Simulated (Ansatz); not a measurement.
Starting cell, ZnSe (zinc blende):

```xyz
2
Lattice="0.0000 2.8327 2.8327 2.8327 0.0000 2.8327 2.8327 2.8327 0.0000" Properties=species:S:1:pos:R:3 pbc="T T T"
Se     4.2491     4.2491     4.2491
Zn     0.0000     0.0000     0.0000
```

Scan: atom 2 (Zn, nearest neighbour Se at 2.453 Å; its periodic images, 4.0 Å or more away, move with it) is displaced along Cartesian z, direction (0.000, 0.000, 1.000) in Cartesian axes, by s. The other atoms stay.

These are r2SCAN (plane waves to 500 eV, PAW, scalar-relativistic; Ansatz, a program for electronic structure) values and carry that method's errors. k mesh 8×8×8 (Γ-centred), Fermi-Dirac smearing 0.05 eV. F∥ is the force on the atom along that direction. ZnSe was relaxed with its symmetry unable to fall. 

| s (Å) | F∥ (eV/Å) |
|---|---|
| -0.250 | 1.328 |
| -0.200 | 1.075 |
| -0.150 | 0.814 |
| -0.100 | 0.546 |
| -0.050 | 0.274 |
| 0.000 | 0.000 |
| 0.050 | -0.274 |
| 0.100 | -0.546 |
| 0.150 | -0.814 |
| 0.200 | -1.075 |
| 0.250 | -1.328 |

Problem. What is the force constant k = d²E/ds² of this move at s = 0?

Solution. 5.49 eV/Å². The forces along the line at the two nearest points give (0.274 − (-0.274)) / (2·0.050) = 5.48 eV/Å²; the next pair corrects for the finite step.

Problem. With two atoms in the cell this is the zone-centre optical mode. What wavenumber follows (transverse: no LO-TO term)?

Solution. 204 cm⁻¹. Reduced mass μ = 35.77 u; ν̃ = 521.5·√(k/μ) with k = 5.49 eV/Å².

(A displaced cell: forces are minus the slopes of the energy, force constants its curvatures, and phonons follow from these.)
